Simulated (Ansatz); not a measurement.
Relaxed-ion elastic tensor of CaSe (rock salt, Fm-3m) in GPa (Voigt order), PBEsol (plane waves, PAW; program Ansatz); density 3.91 g/cm³, 25.26 Å³ per atom.

|  | 1 | 2 | 3 | 4 | 5 | 6 |
|---|---|---|---|---|---|---|
| 1 | 118 | 18.9 | 18.9 | 0.0 | 0.0 | 0.0 |
| 2 | 18.9 | 118 | 18.9 | 0.0 | 0.0 | 0.0 |
| 3 | 18.9 | 18.9 | 118 | 0.0 | 0.0 | 0.0 |
| 4 | 0.0 | 0.0 | 0.0 | 27.3 | 0.0 | 0.0 |
| 5 | 0.0 | 0.0 | 0.0 | 0.0 | 27.3 | 0.0 |
| 6 | 0.0 | 0.0 | 0.0 | 0.0 | 0.0 | 27.3 |

Problem. Is the crystal mechanically stable?

Solution. Yes: the smallest eigenvalue of C is 27.3 GPa.

Problem. Work out the Voigt, Reuss and Hill averages.

Solution. K_V = 52.1, K_R = 52.1, K_H = 52.1; G_V = 36.3, G_R = 33.4, G_H = 34.8 GPa.

Problem. Give Young's modulus, Poisson's ratio, Pugh's ratio and the universal anisotropy index.

Solution. E = 9KG/(3K + G) = 85.5 GPa; ν = 0.23; K/G = 1.50 (brittle by the Pugh limit of 1.75); A_U = 5G_V/G_R + K_V/K_R − 6 = 0.44.

Problem. Estimate the sound speeds and the Debye temperature.

Solution. v_l = √((K + 4G/3)/ρ) = 5020 m/s, v_t = √(G/ρ) = 2980 m/s, mean 3300 m/s; Θ = (h/k)(3n/4πV)^(1/3) v_m = 335 K.

Problem. Give the Zener ratio and Young's modulus along [100], [110] and [111].

Solution. A = 2C44/(C11 − C12) = 0.55; 1/E = S11 − 2(S11 − S12 − S44/2)Γ with Γ = 0, 1/4, 1/3 gives 113, 77.2, 69.8 GPa.

Problem. Solve the Christoffel equation for the three sound speeds along [100], [110], [111].

Solution. Eigenvalues of C_ijkl n_j n_l equal ρv². In km/s, slowest first: [100] 2.64, 2.64, 5.50; [110] 2.64, 3.57, 4.95; [111] 3.29, 3.29, 4.76.

The PBEsol relaxation kept the symmetry of its start.

Potentials: the later of the program's two PAW sets.
